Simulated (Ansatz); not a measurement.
Pressure series of ZnO (P6_3mc)

```xyz
4
Lattice="3.1871 0.0000 0.0000 -1.5936 2.7601 0.0000 0.0000 0.0000 5.1524" Properties=species:S:1:pos:R:3 pbc="T T T"
Zn    0.0000    1.8401    2.5777
Zn    1.5936    0.9200    0.0015
O     1.5936    0.9200    1.9514
O     0.0000    1.8401    4.5276
```

This is the zero-pressure cell under LDA. Cell and atoms are relaxed by PAW (default files of Ansatz 0.2.0, cutoff 420 eV, stress met within about 0.05 GPa) at each pressure, in this structure whether or not another phase would take over; P is the pressure reached, less that of this cell. Levels come from LDA, all-electron LAPW in Ansatz 0.2.0, scalar-relativistic; k mesh 8×8×4, fixed occupations, basis error target 0.5 meV/atom. Conduction levels are in eV over the valence top (at Γ), at fixed fractional wave vectors. Zone-centre phonons come from finite displacements by PAW, without the LO-TO term.

| P (GPa) | V/V₀ | c/a | Γ | A ∥ z | L (oblique) | M ⊥ z | E2 (cm⁻¹) | B1 (cm⁻¹) |
| --- | --- | --- | --- | --- | --- | --- | --- | --- |
| -1.98 | 1.0127 | 1.6166 | 0.793 | 3.469 | 5.640 | 5.839 | 92.2 | 543.4 |
| 0.00 | 1.0000 | 1.6166 | 0.813 | 3.499 | 5.661 | 5.894 | 90.2 | 553.0 |
| 2.01 | 0.9879 | 1.6166 | 0.833 | 3.529 | 5.680 | 5.947 | 88.0 | 562.4 |
| 4.00 | 0.9766 | 1.6171 | 0.851 | 3.555 | 5.697 | 5.996 | 85.6 | 571.7 |
| 7.00 | ? | ? | ? | ? | ? | ? | ? | ? |
| 10.00 | 0.9465 | 1.6175 | 0.900 | 3.629 | 5.743 | 6.131 | 78.0 | 597.6 |
| 15.00 | 0.9247 | 1.6183 | 0.937 | 3.683 | 5.775 | 6.231 | 70.6 | 617.7 |

**Question.** Fit the third-order Birch-Murnaghan equation to the rows shown.

**Answer.** With f = [(V₀/V)^(2/3) − 1]/2, the normalised pressure F = P/[3f(1 + 2f)^(5/2)] is 160.6 GPa at f = -0.0042, 161.2 GPa at f = 0.0041, 161.6 GPa at f = 0.0079, 163.0 GPa at f = 0.0187, 163.9 GPa at f = 0.0268. The line F = B₀[1 + (3/2)(B′ − 4)f] gives B₀ = 160.9 GPa and B′ = 4.5.

**Question.** What are the volume deformation potentials and pressure coefficients of these levels at zero pressure?

**Answer.** 

| level | dE/dlnV (eV) | dE/dP = −(dE/dlnV)/B₀ (meV/GPa) | mean slope up to 2.0 GPa (meV/GPa) |
| --- | --- | --- | --- |
| Γ | -1.60 | 10.0 | 9.7 |
| A ∥ z | -2.40 | 14.9 | 14.5 |
| L (oblique) | -1.61 | 10.0 | 9.7 |
| M ⊥ z | -4.33 | 26.9 | 26.2 |

dE/dlnV is the slope of a cubic fit in ln V at V₀. The last column is read from two rows and shows how the slope bends with pressure.

**Question.** What mode Grüneisen parameters follow?

**Answer.** γ = −d ln ω/d ln V at V₀ from a quadratic fit in ln V: E2 -1.78, B1 1.39.

**Question.** Fill the row at 7.00 GPa.

**Answer.** The fits give V/V₀ = 0.9610 and Γ = 0.877 eV. Computed: V/V₀ = 0.9609, c/a = 1.6173, Γ = 0.877, A ∥ z = 3.594, L (oblique) = 5.722, M ⊥ z = 6.066, E2 (cm⁻¹) = 82.0, B1 (cm⁻¹) = 584.9.

Limits of these numbers: no other phase was computed; many crystals of this kind change structure within this range, and rows or crossings beyond such a change describe a metastable lattice; the frozen-core PAW files of the relaxations were fitted under PBE, their cores solved anew for this functional; semilocal gaps are low, and the spacing of valleys can be off by tenths of an eV; levels are read at fixed fractional k, so an edge that moves off these points is missed.
